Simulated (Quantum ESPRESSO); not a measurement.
Ge7Ga, a curve over strain

Simulated, not a measurement. The program is pw.x of Quantum ESPRESSO 7.5 (plane-wave density functional theory). The cell is made up: 8 atoms on a zincblende/diamond lattice, with randomly drawn elements, strain and displacements, not relaxed. PseudoDojo standard norm-conserving files (v0.5 for PBE, v0.4.1 for LDA and PBEsol) set the functional; there is no spin polarisation, spin-orbit coupling or dispersion term, and the masses in the input are unused placeholders. A spin-polarised start on this cell or one of its family kept no moment.

Seven runs add a strain to one cell (along z); the atoms follow the cell and are not relaxed. Stress in the table is positive in tension.

Input of the run at -0.0026:

```
&control calculation='scf', pseudo_dir='./dojo.nc.sr.pbe.v0_5.standard.upf', outdir='./o', disk_io='low', tprnfor=.true., tstress=.true. /
&system ibrav=0, nat=8, ntyp=2, nbnd=66, ecutwfc=79.96652505, nosym=.true., tot_charge=0,
 occupations='smearing', smearing='fd', degauss=0.0073498644
/
&electrons conv_thr=7.350e-09, electron_maxstep=60, /
ATOMIC_SPECIES
Ga 1.0 Ga.upf
Ge 1.0 Ge.upf
CELL_PARAMETERS angstrom
5.7076 0.0186 -0.049
0.0186 5.6557 0.0511
-0.0491 0.0512 5.6867
ATOMIC_POSITIONS angstrom
Ge 0.0426 0.1313 0.0193
Ge -0.1073 2.9271 2.9127
Ge 2.7533 -0.0025 2.8374
Ge 2.904 2.8172 -0.0956
Ge 1.3214 1.4768 1.4696
Ga 1.4014 4.35 4.2339
Ge 4.3032 1.2535 4.2827
Ge 4.2034 4.1582 1.5022
K_POINTS automatic
6 6 6 1 1 1
```

```
added strain  free energy less that of the input shown (eV)  stress xx (GPa)  stress yy (GPa)  stress zz (GPa)  stress xy (GPa)  pressure (GPa)  iterations
     -0.0151                                         0.0766            -5.53            -4.48            -5.94             1.68            5.32          10
     -0.0110                                         0.0493            -5.24            -4.22            -5.53             1.65            5.00          10
     -0.0058                                         0.0178            -4.88            -3.90            -5.01             1.62            4.60          10
     -0.0026                                         0.0000            -4.67            -3.70            -4.70             1.60            4.36          10
     +0.0108                                        -0.0625            -3.82            -2.93            -3.42             1.51            3.39          10
     +0.0173                                        -0.0859            -3.43            -2.58            -2.82             1.47            2.94          10
     +0.0208                                        -0.0967            -3.23            -2.40            -2.50             1.45            2.71          10
```

A cubic fit gives a slope of stress zz against the added strain of 97 GPa at zero added strain, with the atoms clamped. Across the table the free energy follows the integral of the stress to within 0.6 meV. A rerun of one of the cells at 1377 eV and a 8 x 8 x 8 mesh moved values by no more than 0.003 eV in energy, 0.06 GPa in stress and 0.010 eV/Å in force.